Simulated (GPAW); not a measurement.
IrCo3: changing the starting magnetic order

The structure is cubic, space group Pm-3m (No. 221). The conventional cell has a = 3.583 Å, b = 3.583 Å, c = 3.583 Å, α = 90.00°, β = 90.00°, γ = 90.00°. Ir (site symmetry m-3m) is surrounded by 12 Co at 2.53 Å. Co (site symmetry 4/mmm) has 4 Ir at 2.53 Å and 8 Co at 2.53 Å as nearest neighbours.

The cell comes from a database or a generator and needn't be the stable form of this composition.

Kept alike: task single point; functional PBEsol; k mesh 8 × 8 × 8; occupations fermi-dirac, width 0.05 eV. Program: GPAW, PAW data sets generated for this functional, cutoff 600 eV. The mesh is that of the run's cell of 4 atoms. No spin-orbit coupling.

| starting magnetic order | largest site moment (μB) | moment of the cell (μB) | free energy over the lowest row (meV/atom) |
| --- | --- | --- | --- |
| afm | 1.46 | 4.75 | 0.00 |
| afm larger moments | 1.46 | 4.75 | 0.00 |
| fm | 1.46 | 4.75 | 0.00 |
| fm larger moments | 1.46 | 4.75 | 0.00 |
| nm | 0.00 | 0.00 | 41.87 |

For a metal such a mesh leaves the last digits unconverged. Moments of the cell are magnitudes, and a label names the start alone. The runs hold the magnetic state that their start led to, which needn't be the lowest. The row without spin has no moments by construction. Site moments count inside each atom's sphere or projector.

Question: What does the starting magnetic order change here?

Answer: The largest site moment runs from 0.00 (nm) to 1.46 μB (afm; afm larger moments; fm; fm larger moments). The moment of the cell runs from 0.00 (nm) to 4.75 μB (afm; afm larger moments; fm; fm larger moments). The free energy is lowest at afm; afm larger moments; fm; fm larger moments, and 41.87 meV an atom higher at nm. Starts that end at one energy have found one state: afm; afm larger moments; fm; fm larger moments.
